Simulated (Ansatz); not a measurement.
Relaxed-ion elastic tensor of InAs (zinc blende, F-43m) in GPa (Voigt order), the program Ansatz at the r²SCAN level (PAW); density 5.53 g/cm³, 28.49 Å³ per atom.

```
83.0  45.2  45.2   0.0   0.0   0.0
45.2  83.0  45.2   0.0   0.0   0.0
45.2  45.2  83.0   0.0   0.0   0.0
 0.0   0.0   0.0  37.9   0.0   0.0
 0.0   0.0   0.0   0.0  37.9   0.0
 0.0   0.0   0.0   0.0   0.0  37.9
```

Task: Is the crystal mechanically stable?

Result: Yes: the smallest eigenvalue of C is 37.9 GPa.

Task: Work out the Voigt, Reuss and Hill averages.

Result: K_V = 57.8, K_R = 57.8, K_H = 57.8; G_V = 30.3, G_R = 27.1, G_H = 28.7 GPa.

Task: Give Young's modulus, Poisson's ratio, Pugh's ratio and the universal anisotropy index.

Result: E = 9KG/(3K + G) = 73.8 GPa; ν = 0.29; K/G = 2.02 (ductile by the Pugh limit of 1.75); A_U = 5G_V/G_R + K_V/K_R − 6 = 0.60.

Task: Estimate the sound speeds and the Debye temperature.

Result: v_l = √((K + 4G/3)/ρ) = 4170 m/s, v_t = √(G/ρ) = 2280 m/s, mean 2540 m/s; Θ = (h/k)(3n/4πV)^(1/3) v_m = 248 K.

Task: Give the Zener ratio and Young's modulus along [100], [110] and [111].

Result: A = 2C44/(C11 − C12) = 2.00; 1/E = S11 − 2(S11 − S12 − S44/2)Γ with Γ = 0, 1/4, 1/3 gives 51.2, 77.4, 93.2 GPa.

Task: Solve the Christoffel equation for the three sound speeds along [100], [110], [111].

Result: Eigenvalues of C_ijkl n_j n_l equal ρv². In km/s, slowest first: [100] 2.62, 2.62, 3.88; [110] 1.85, 2.62, 4.29; [111] 2.14, 2.14, 4.43.

Symmetry was held in the r²SCAN relaxation; phonons on a q-mesh show no instability.

Potentials: the later of the program's two PAW sets.
